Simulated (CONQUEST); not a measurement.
Worked example: self-consistent single point of AlGa3N4 (P-43m, 8 atoms in the cell; from Materials Project mp-1019508, changed as shown) in CONQUEST.

Computed with PBEsol, numerical atomic orbitals double-zeta with polarisation (the shipped basis), PseudoDojo norm-conserving potentials made for PBEsol in CONQUEST 1.3.

The change in words: lattice scaled by 0.98. Reference geometry (P-43m):
```
CELL_PARAMETERS angstrom
      4.47169     0.00000     0.00000
      0.00000     4.47169     0.00000
      0.00000     0.00000     4.47169
ATOMIC_POSITIONS crystal
  Al 0.00000 0.00000 0.00000
  Ga 0.50000 0.50000 0.00000
  Ga 0.00000 0.50000 0.50000
  Ga 0.50000 0.00000 0.50000
  N  0.75571 0.75571 0.24429
  N  0.75571 0.24429 0.75571
  N  0.24429 0.24429 0.24429
  N  0.24429 0.75571 0.75571
```

Reference input (self-consistent single point, DFT, PBEsol, numerical atomic orbitals double-zeta with polarisation (the shipped basis), PseudoDojo norm-conserving potentials made for PBEsol): basis = DZP; Diag.MPMeshX, Y, Z = 6 6 6; potentials = PseudoDojo norm-conserving PBEsol; Grid.GridCutoff = 175 Ha; DM.SolutionMethod = diagon; Diag.kT = 0.0001 Ha; Diag.GammaCentred = true; minE.SCTolerance = 1.0e-07; SC.MaxIters = 100; SC.LinearMixingFactor = 0.3; AtomMove.TypeOfRun = static. This run's input differs from it in these lines:

```diff
@@ -30,5 +30,5 @@
 # file: input.coords
-     8.450269414      0.000000000      0.000000000
-     0.000000000      8.450269414      0.000000000
-     0.000000000      0.000000000      8.450269414
+     8.281263648      0.000000000      0.000000000
+     0.000000000      8.281263648      0.000000000
+     0.000000000      0.000000000      8.281263648
 8
```

The program printed (abridged):

```
    new_SC_potl: Starting.  Tolerance:  0.10000E-06

    PulayMixSC: Starting Pulay mixing, A_up =  0.300 A_dn =  0.300
    PulayMixSC: Spin non-polarised calculation.
          Harris-Foulkes Energy            :      -273.155449530368628 Ha
          (TS=0 as O(N) or entropic contribution is negligible)
          DFT Total Energy                 :      -272.378105271790389 Ha
          Total number of electrons        :        62.000000000001378
    PulayMixSC: Pulay iteration     1 residual:              0.64561E-02
          Harris-Foulkes Energy            :      -272.877249132737063 Ha
   [... lines left out ...]
          (TS=0 as O(N) or entropic contribution is negligible)
          DFT Total Energy                 :      -272.864045611832580 Ha
          Total number of electrons        :        62.000035353833425
    PulayMixSC: Pulay iteration    10 residual:              0.10168E-06
          Harris-Foulkes Energy            :      -272.864045611858216 Ha
          (TS=0 as O(N) or entropic contribution is negligible)
          DFT Total Energy                 :      -272.864045611854067 Ha
          Total number of electrons        :        62.000035354922673
    PulayMixSC: Pulay iteration    11 residual:              0.39624E-07
    PulayMixSC: Reached SCF tolerance of  0.39624E-07 after     11 iterations
      | Number of electrons      =        62.000035
      |* band energy as 2Tr[K.H] =       -38.701432649056436 Ha
      |  screened ion-ion energy =      -214.031456019503423 Ha
      |  Ha correction           =         0.175391295995977 Ha
      |  XC correction           =       -20.306546981336044 Ha
      |* Harris-Foulkes energy   =      -272.864045611858216 Ha
      |* DFT total energy        =      -272.864045611854067 Ha
      |  estimated accuracy      =        -0.000000000004150 Ha

    force: Forces on atoms (Ha/a0)
    force:  Atom   X              Y              Z
    force:     1   0.0000000000   0.0000000000  -0.0000000000
    force:     2   0.0000000000   0.0000000000   0.0000000000
   [... lines left out ...]
    force:     8   0.0000554358  -0.0000554358  -0.0000554358

    force: Maximum force :        0.00005544(Ha/a0) on atom         5 in z direction
    force: Force Residual:        0.00006789 Ha/a0
    force: Total stress:        -16.60588933   -16.60588933   -16.60588933 GPa
    force: Average pressure:     16.60588933 GPa

    force: Finished force
    get_E_and_F: Change in energy during last step of electronic optimisation: -0.51159E-12
```

The run converged in 11 iterations. CONQUEST prints the stress tensor with tension positive. Against the reference run the free energy goes up by 38.8 meV/atom, the pressure goes from 2.80 to 16.61 GPa and the gap on the mesh goes from 2.426 to 2.886 eV.

The program uses no crystal symmetry, so grid and mesh can part values that symmetry would make equal. The atom-centred basis is finite, which shifts total energies, pressures and gaps against plane waves. The structure comes from a collection of computed structures, made at another level of theory; the collection holds predicted forms beside known ones.

Cost on one core: about 4 core-minutes (a rough figure).
